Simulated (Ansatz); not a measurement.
Calculated with Ansatz: In2Ge2O7, relaxation

Launch command:

```bash
ansatz run input.yaml --threads 2 --pin off --max-ram 3584MiB --backend cpu --events-out ev --progress --plain --runs-dir out
```

The input file (Ansatz 0.2.0, plane waves):

```yaml
crystal:
  lattice:
    - [-3.32941281, 0.0, 4.40553561]
    - [1.0315117, -4.85285915, 0.0]
    - [3.32941281, 0.0, 4.40553561]
  atoms:
    - { symbol: O, position: [0.0, 0.0, 0.0] }
    - { symbol: O, position: [0.59, 0.782, 0.41] }
    - { symbol: O, position: [0.41, 0.218, 0.59] }
    - { symbol: O, position: [0.922, 0.289, 0.402] }
    - { symbol: O, position: [0.402, 0.711, 0.922] }
    - { symbol: O, position: [0.078, 0.711, 0.598] }
    - { symbol: O, position: [0.598, 0.289, 0.078] }
    - { symbol: In, position: [0.307, 0.5, 0.307] }
    - { symbol: In, position: [0.693, 0.5, 0.693] }
    - { symbol: Ge, position: [0.768, 0.092, 0.232] }
    - { symbol: Ge, position: [0.232, 0.908, 0.768] }
  symmetry: { tolerance: 0.0003 }
kpoints:
  mp_grid: { grid: [4, 4, 4], shift: [0, 0, 0] }
magnetization:
  spin_polarized: false
scf:
  occupations: { method: fermi_dirac }
  lower_state_search: "off"
hamiltonian:
  pseudopotentials: { kind: paw }
  xc: pbesol
basis:
  ecutwfc: 420
  fft_grid_basis: typed
relax:
  max_steps: 40
  cell: { p_target: 0.0 }
output:
  forces: true
  stress: true
  eigenvalues: true
  populations: true
  elf: true
  write_potential: true
  volumetric_format: npy
  dos:
    e_range: [-12, 8]
    de: 0.05
    projected: { site_lists: { Ge: [Ge], In: [In], O: [O] } }
  write_density: true
  bader: false
checkpoint:
  read: saved_state
```

Origin of the cell: a database entry, scaled a little.

The smearing width isn't typed, so it takes its default of 0.1 eV.

The saved state is a converged single point of the same cell.

Steps («new basis» is an SCF on plane waves selected anew at the same cell):

```tsv
step	ΔF (meV/atom)	max force component (eV/Å)	P (GPa)	volume (Å³)	SCF iterations	step was
1	0.0	1.116	3.38	142.36	6	accepted
2	-11.4	0.311	2.25	141.99	6	accepted
3	-13.6	0.121	0.22	143.09	6	accepted
4	-13.8	0.035	-0.13	143.23	6	accepted
5	-13.9	0.033	-0.05	143.14	5	accepted
6	-13.9	0.030	0.02	143.08	6	accepted
7	-14.0	0.013	0.02	143.04	6	accepted
8	-13.9	0.001	-0.01	143.07	5	accepted
9	-14.2	0.001	0.03	143.07	7	new basis
10	-14.2	0.005	0.00	143.11	6	accepted
11	-14.2	0.005	0.00	143.11	4	new basis
```

Step 1, with forces in eV/Å:

```xyz
11
Lattice="-3.329 0.000 4.406 1.032 -4.853 0.000 3.329 0.000 4.406" Properties=species:S:1:pos:R:3:forces:R:3 pbc="T T T" step=1
O     0.000    0.000    0.000    0.000    0.000    0.000
O     0.207   -3.795    4.406    0.222    1.116    0.000
O     0.824   -1.058    4.406   -0.222   -1.116    0.000
O    -1.433   -1.402    5.833   -0.031   -0.582    0.974
O     2.465   -3.450    5.833    0.031    0.582    0.974
O     2.465   -3.450    2.978    0.031    0.582   -0.974
O    -1.433   -1.402    2.978   -0.031   -0.582   -0.974
In    0.516   -2.426    2.705    0.000    0.000    0.149
In    0.516   -2.426    6.106    0.000    0.000   -0.149
Ge   -1.690   -0.446    4.406    0.684   -0.118    0.000
Ge    2.721   -4.406    4.406   -0.684    0.118    0.000
```

Step 2, with forces in eV/Å:

```xyz
11
Lattice="-3.343 -0.002 4.414 1.033 -4.810 0.000 3.343 0.002 4.414" Properties=species:S:1:pos:R:3:forces:R:3 pbc="T T T" step=2
O     0.000    0.000    0.000    0.000    0.000    0.000
O     0.186   -3.721    4.414    0.214    0.311    0.000
O     0.847   -1.089    4.414   -0.214   -0.311    0.000
O    -1.439   -1.398    5.866    0.010   -0.094    0.310
O     2.472   -3.412    5.866   -0.010    0.094    0.310
O     2.472   -3.412    2.961   -0.010    0.094   -0.310
O    -1.439   -1.398    2.961    0.010   -0.094   -0.310
In    0.516   -2.405    2.710    0.000    0.000   -0.018
In    0.516   -2.405    6.118    0.000    0.000    0.018
Ge   -1.685   -0.446    4.414    0.241   -0.161    0.000
Ge    2.717   -4.364    4.414   -0.241    0.161    0.000
```

Step 3, with forces in eV/Å:

```xyz
11
Lattice="-3.341 0.009 4.423 1.048 -4.845 0.000 3.341 -0.009 4.423" Properties=species:S:1:pos:R:3:forces:R:3 pbc="T T T" step=3
O     0.000    0.000    0.000    0.000    0.000    0.000
O     0.212   -3.738    4.423    0.081    0.002    0.000
O     0.836   -1.107    4.423   -0.081   -0.002    0.000
O    -1.429   -1.394    5.891   -0.017    0.004    0.057
O     2.477   -3.451    5.891    0.017   -0.004    0.057
O     2.477   -3.451    2.954    0.017   -0.004   -0.057
O    -1.429   -1.394    2.954   -0.017    0.004   -0.057
In    0.524   -2.423    2.716    0.000    0.000   -0.047
In    0.524   -2.423    6.129    0.000    0.000    0.047
Ge   -1.670   -0.445    4.423    0.037   -0.121    0.000
Ge    2.717   -4.400    4.423   -0.037    0.121    0.000
```

Step 4, with forces in eV/Å:

```xyz
11
Lattice="-3.339 0.005 4.422 1.042 -4.851 0.000 3.339 -0.005 4.422" Properties=species:S:1:pos:R:3:forces:R:3 pbc="T T T" step=4
O     0.000    0.000    0.000    0.000    0.000    0.000
O     0.217   -3.751    4.422    0.030    0.017    0.000
O     0.825   -1.100    4.422   -0.030   -0.017    0.000
O    -1.432   -1.398    5.898   -0.004    0.029   -0.028
O     2.474   -3.453    5.898    0.004   -0.029   -0.028
O     2.474   -3.453    2.947    0.004   -0.029    0.028
O    -1.432   -1.398    2.947   -0.004    0.029    0.028
In    0.521   -2.425    2.718    0.000    0.000   -0.035
In    0.521   -2.425    6.127    0.000    0.000    0.035
Ge   -1.666   -0.454    4.422    0.016   -0.029    0.000
Ge    2.708   -4.397    4.422   -0.016    0.029    0.000
```

Step 5, with forces in eV/Å:

```xyz
11
Lattice="-3.334 0.004 4.427 1.038 -4.850 0.000 3.334 -0.004 4.427" Properties=species:S:1:pos:R:3:forces:R:3 pbc="T T T" step=5
O     0.000    0.000    0.000    0.000    0.000    0.000
O     0.218   -3.750    4.427    0.017    0.004    0.000
O     0.820   -1.100    4.427   -0.017   -0.004    0.000
O    -1.431   -1.396    5.904    0.004    0.007   -0.006
O     2.469   -3.454    5.904   -0.004   -0.007   -0.006
O     2.469   -3.454    2.951   -0.004   -0.007    0.006
O    -1.431   -1.396    2.951    0.004    0.007    0.006
In    0.519   -2.425    2.718    0.000    0.000    0.014
In    0.519   -2.425    6.137    0.000    0.000   -0.014
Ge   -1.661   -0.454    4.427    0.033    0.002    0.000
Ge    2.699   -4.396    4.427   -0.033   -0.002    0.000
```

Step 6, with forces in eV/Å:

```xyz
11
Lattice="-3.327 0.003 4.433 1.035 -4.852 0.000 3.327 -0.003 4.433" Properties=species:S:1:pos:R:3:forces:R:3 pbc="T T T" step=6
O     0.000    0.000    0.000    0.000    0.000    0.000
O     0.223   -3.752    4.433    0.006    0.004    0.000
O     0.812   -1.100    4.433   -0.006   -0.004    0.000
O    -1.429   -1.397    5.911    0.018    0.004    0.000
O     2.465   -3.455    5.911   -0.018   -0.004    0.000
O     2.465   -3.455    2.955   -0.018   -0.004    0.000
O    -1.429   -1.397    2.955    0.018    0.004    0.000
In    0.518   -2.426    2.724    0.000    0.000   -0.019
In    0.518   -2.426    6.143    0.000    0.000    0.019
Ge   -1.653   -0.455    4.433   -0.030   -0.022    0.000
Ge    2.688   -4.397    4.433    0.030    0.022    0.000
```

Step 11, with forces in eV/Å:

```xyz
11
Lattice="-3.327 0.003 4.434 1.035 -4.851 0.000 3.327 -0.003 4.434" Properties=species:S:1:pos:R:3:forces:R:3 pbc="T T T" step=11
O     0.000    0.000    0.000    0.000    0.000    0.000
O     0.222   -3.751    4.434    0.002    0.005    0.000
O     0.813   -1.100    4.434   -0.002   -0.005    0.000
O    -1.428   -1.396    5.913   -0.001    0.000   -0.002
O     2.463   -3.455    5.913    0.001    0.000   -0.002
O     2.463   -3.455    2.956    0.001    0.000    0.002
O    -1.428   -1.396    2.956   -0.001    0.000    0.002
In    0.517   -2.426    2.723    0.000    0.000    0.001
In    0.517   -2.426    6.145    0.000    0.000   -0.001
Ge   -1.653   -0.456    4.434    0.000   -0.004    0.000
Ge    2.688   -4.395    4.434    0.000    0.004    0.000
```

| Property | Result |
| --- | --- |
| Free energy lowered by | 14.2 meV/atom |
| Volume change | 0.53 % |
| Final pressure | 0.00 GPa |
| Relaxation steps listed | 11 |

Caveats: the relaxation held the start's symmetry, so the end may be a saddle point.

It ran for 95 s on 2 threads of Arm Neoverse V1 (shared host), peak memory 0.55 GiB, from a saved density.
